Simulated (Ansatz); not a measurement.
NbHO$_{3}$ in space group Pmm2 (No. 25; Pearson symbol oP5) at seven volumes, the program Ansatz at the r²SCAN level (PAW), shape and atoms relaxed at each. One row is withheld.

```csv
V (Å³/atom),P (GPa)
11.584,14.18
11.966,8.52
12.348,?
12.730,0.00
13.112,-2.82
13.494,-4.66
13.876,-5.48
```

Task: Fit the shown pressures and predict the withheld one.

Result: P = (3/2)B₀(x^(7/2) − x^(5/2))[1 + (3/4)(B′ − 4)(x − 1)] with x = (V₀/V)^(2/3). Least squares on the six rows gives V₀ = 12.726 Å³/atom, B₀ = 101 GPa, B′ = 9.26. At V = 12.348, x = 1.0203 and P = 3.49 GPa. The run itself gave 3.79 GPa.

The start of the workflow was typed in or built on a structure type; neither database checked (COD, Materials Project) lists it. Its standing as an ambient phase is unchecked. Symmetry was held in the r²SCAN relaxation; its stability against distortions is not shown here. The workflow began spin-polarised and lost its moments. The cell computed holds one magnetic atom, so no antiferromagnetic order was within reach.

Potentials: the earlier of the program's two PAW sets.
